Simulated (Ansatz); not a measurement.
BaO:
Space group Fm-3m (No. 225); a = b = c = 5.490 Å, α = β = γ = 90.00°

```json
[
 {"atom": "Ba", "site": "4a", "symmetry": "m-3m", "x": "0.0000", "y": "0.0000", "z": "0.0000"},
 {"atom": "O", "site": "4b", "symmetry": "m-3m", "x": "0.5000", "y": "0.5000", "z": "0.5000"}
]
```
(The calculation used a cell of 2 atoms; values per cell refer to that cell.)

Relaxed with PBEsol.

### Question
Give the optical modes at the zone centre with their infrared activity from DFPT, PBEsol (plane waves, PAW; program Ansatz).

### Answer
Transverse frequencies, without the LO–TO term; a row sums one degenerate level.

```tsv
ω (cm⁻¹)	degeneracy	IR ((D/Å)²/amu)	activity	symmetry
75	3	37.25	IR	T1u
```

### Question
How high does the top mode go among those that the LO–TO term moves?

### Answer
394 cm⁻¹ for q along x.

The cell was relaxed with PBEsol under the symmetry of its start. Spin–orbit coupling is left out wherever it is not named.

Potentials: the earlier of the program's two PAW sets. The files were generated under PBE; for other functionals the program regenerates the frozen cores, and for LDA and PBEsol the local potential too.
